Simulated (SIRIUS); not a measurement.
Consider a self-consistent single point of CsGeI₃ (P1, 5 atoms in the cell; from Materials Project mp-28377, changed as shown).

```xyz
5
Lattice="4.3534 -4.2242 0.0000 4.3534 4.2242 0.0000 -0.3243 0.0000 6.1195" Properties=species:S:1:pos:R:3 pbc="T T T"
Cs     7.7595     0.0313     3.6171
Ge     3.2360    -0.0305     0.8003
I      3.4077     0.0247     3.4890
I      5.7319    -2.1607     0.6059
I      5.7116     2.1352     0.5936
```

All values come from this method and carry its errors: LDA (PW92), GBRV LDA ultrasoft pseudopotentials (plane waves; SIRIUS).

SIRIUS settings:

```
setting                                                               value
--------------------------------------  -----------------------------------
parameters.ngridk                                                     4 4 4
parameters.xc_functionals                           [XC_LDA_X, XC_LDA_C_PW]
parameters.gk_cutoff                                           6.325 1/bohr
parameters.pw_cutoff                                          14.143 1/bohr
parameters.smearing                                             fermi_dirac
parameters.smearing_width                                    0.000367493 Ha
potentials                              GBRV LDA ultrasoft pseudopotentials
parameters.electronic_structure_method                      pseudopotential
parameters.num_bands                                                     26
parameters.num_mag_dims                                                   0
parameters.num_dft_iter                                                 100
parameters.energy_tol                                              1e-07 Ha
parameters.density_tol                                                1e-06
mixer.type                                                         broyden2
mixer.beta                                                              0.5
mixer.use_hartree                                                      true
```

Results:

| Item | Result |
|---|---|
| Number of valence electrons | 44 |
| Number of bands | 26 |
| Number of k-points after the program's reduction | 36 |
| Number of plane waves (most at a k-point) | 6514 |
| Number of SCF iterations | 11 |
| FFT grid | 54 × 54 × 60 |
| Free energy E − TS | -6402.2141 eV |
| Gap on the k-point mesh | 0.98 eV |
| Pressure | -1.68 GPa |
| Largest force (vector length) | 0.213 eV/Å |

Forces (eV/Å):
| atom | Fx | Fy | Fz |
|---|---|---|---|
| Cs1 | -0.002 | -0.003 | -0.010 |
| Ge2 | -0.187 | 0.030 | -0.098 |
| I3 | 0.017 | -0.028 | 0.190 |
| I4 | 0.072 | -0.063 | -0.049 |
| I5 | 0.100 | 0.064 | -0.032 |

Stress (GPa, positive for compression):
```
-1.80   0.02   0.04
 0.02  -1.77  -0.05
 0.04  -0.05  -1.46
```

Gaps are taken between levels on the mesh.

For comparison: a first run was changed to give this one (atoms moved at random), and from it to this one the free energy goes up by 3.1 meV/atom, the pressure hardly changes (-1.62 to -1.68 GPa), the largest force goes from 0.035 to 0.213 eV/Å and the gap on the mesh goes from 1.009 to 0.982 eV.

Spin-orbit coupling is left out, which matters for bands and gaps with elements this heavy. The structure comes from a collection of computed structures, made at another level of theory; the collection holds predicted forms beside known ones.

Cost on one core: around 2.8 core-minutes (rough).
